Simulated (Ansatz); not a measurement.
Relaxed-ion elastic tensor of ScF₃ in space group R-3c (No. 167; Sc on 6b, F on 18e) in GPa (Voigt order), DFT-r²SCAN in the program Ansatz with PAW potentials; density 2.66 g/cm³, 15.94 Å³ per atom.

```csv
,1,2,3,4,5,6
1,39.8,-26.7,7.2,-14.4,0.0,0.0
2,-26.7,39.8,7.2,14.4,0.0,0.0
3,7.2,7.2,60.2,0.0,0.0,0.0
4,-14.4,14.4,0.0,26.1,0.0,0.0
5,0.0,0.0,0.0,0.0,26.1,-14.4
6,0.0,0.0,0.0,0.0,-14.4,33.3
```

**Question.** Is the crystal mechanically stable?

**Answer.** Yes: the smallest eigenvalue of C is 11.0 GPa.

**Question.** Work out the Voigt, Reuss and Hill averages.

**Answer.** K_V = 12.8, K_R = 6.6, K_H = 9.7; G_V = 27.2, G_R = 17.2, G_H = 22.2 GPa.

**Question.** Give Young's modulus, Poisson's ratio, Pugh's ratio and the universal anisotropy index.

**Answer.** E = 9KG/(3K + G) = 37.7 GPa; ν = -0.15; K/G = 0.44 (brittle by the Pugh limit of 1.75); A_U = 5G_V/G_R + K_V/K_R − 6 = 3.89.

**Question.** Estimate the sound speeds and the Debye temperature.

**Answer.** v_l = √((K + 4G/3)/ρ) = 3850 m/s, v_t = √(G/ρ) = 2890 m/s, mean 3100 m/s; Θ = (h/k)(3n/4πV)^(1/3) v_m = 367 K.

**Question.** How much does each axis shrink under pressure?

**Answer.** Linear compressibilities β_i = Σ_j S_ij (j = 1 to 3): x 77, y 77, z -1.8 per TPa.

The workflow started from a Materials Project entry (that database holds measured and hypothetical structures alike); the Crystallography Open Database copy checked does not list it. COD files the formula under space group No. 155, 191, 194, 221. Its standing as an ambient phase is unchecked. The r²SCAN relaxation kept the symmetry of its start; whether a distortion lowers the energy is not shown. The run is not spin-polarised.

Potentials: the earlier of the program's two PAW sets. The files were generated under PBE; for other functionals the program regenerates the frozen cores, and for LDA and PBEsol the local potential too.
